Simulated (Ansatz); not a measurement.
CaCl2:
```xyz
12
Lattice="6.2862 0.0000 0.0000 0.0000 7.6561 0.0000 0.0000 0.0000 6.9245" Properties=species:S:1:pos:R:3 pbc="T T T"
Ca     0.0000     6.4897     1.7311
Ca     0.0000     1.1663     5.1934
Ca     3.1431     4.9944     5.1934
Ca     3.1431     2.6617     1.7311
Cl     1.4924     0.8345     2.9186
Cl     4.7938     6.8216     4.0059
Cl     1.6507     2.9935     6.3809
Cl     4.6356     4.6625     0.5436
Cl     4.6356     2.9935     4.0059
Cl     1.6507     4.6625     2.9186
Cl     4.7938     0.8345     0.5436
Cl     1.4924     6.8216     6.3809
```

Relaxed with r²SCAN.

Q: Map the electron localisation function on the plane through (0.500, 0.652, 0.750) spanned by u = [1, 0, 1] and v = [1, 1, -1] in lattice vectors, from r²SCAN in the plane-wave PAW code Ansatz.

A: x is the fraction of u, y of v (the angle between them is 94°; rows are the nearest grid lines); atoms in the plane: Ca at (0.00, 0.00), Cl at (0.28, 0.96).
```
|8899502899999999851001589999999982059988|
|9985017999523799974001578999999851027999|
|6520027999877999863000257889988620001466|
|5431002689999987300000000001110000245655|
|9997410000000000002588764200000147899999|
|8999500589998610279999999862000379999778|
|9998302899999820389988999973000379999889|
|9985004899999710699956899962000037899999|
|4210000023321001589999998510000000124444|
|0001356776643100014576531000001121000000|
|0014789999987510000122100001356776531000|
|0047999999999862000000001478999999987300|
|0048999999999852000000014799984369998510|
|0014688999875200000000002689998899997300|
|0000245665420000123310000479999999975100|
|2332100000000047899987400013677764200012|
|9999987410002799998999862000000000014789|
|9767999851015899976799873000000000378999|
|8425999851004899999999852000000001479998|
|9999998730001468899864100000000000158999|
|6677653000000000000000000256654310001356|
|6541000013555531000110026999999873000356|
|9997200267888886200000158999999984006899|
|8899502899999999851001589999999982059988|
```
Scale: ten equal steps from 0.002 (start of '0') to 0.886 (end of '9'), in the order '0123456789'; x runs from 0.000 to 1.00, y from 0.000 (bottom) to 1.00 (top).

The density is the valence pseudo-density with augmentation charge, so density and ELF within about 1 Å of a nucleus are not all-electron values.

Space group Pbcn. The first step of the workflow began from a Materials Project structure, measured or hypothetical; the Crystallography Open Database copy checked does not list it. COD files the formula under space group No. 58, so this cell is another polymorph or a model. Whether it is the stable phase at ambient conditions was not checked. The r²SCAN relaxation kept the symmetry of its start; its stability against distortions is not shown here.

Potentials: the later of the program's two PAW sets.
